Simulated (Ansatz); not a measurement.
Given:

GaP:
```
GaP
1.0
    3.19404     0.00000     0.00000
    0.00000     3.19404     0.00000
    0.00000     0.00000     3.19404
Ga P
1 1
Direct
  0.00000   0.00000   0.00000
  0.50000   0.50000   0.50000
```

This is the r²SCAN-relaxed structure.

Question: All from the program Ansatz at the r²SCAN level (PAW), unless another level is named. Give the bulk modulus (Birch–Murnaghan fit).

Answer: 75.9 GPa.

Question: Predict the elastic constants (relaxed ions, GPa).

Answer: C11 = 65.7, C12 = 82.1, C44 = 2.6.

Space group Pm-3m (CsCl type). The cell is a constructed one: a structure type filled with these elements; neither database checked (COD, Materials Project) lists it. It is not the phase usual at ambient conditions (space group No. 216). Symmetry was held in the r²SCAN relaxation. At this level the phase is mechanically unstable. As this level gives no gap, shear constants depend on the k-mesh and smearing (Fermi–Dirac, 0.1 eV here). Scalar-relativistic: spin–orbit coupling is off unless named, which matters more the heavier the elements.

Potentials: the earlier of the program's two PAW sets.
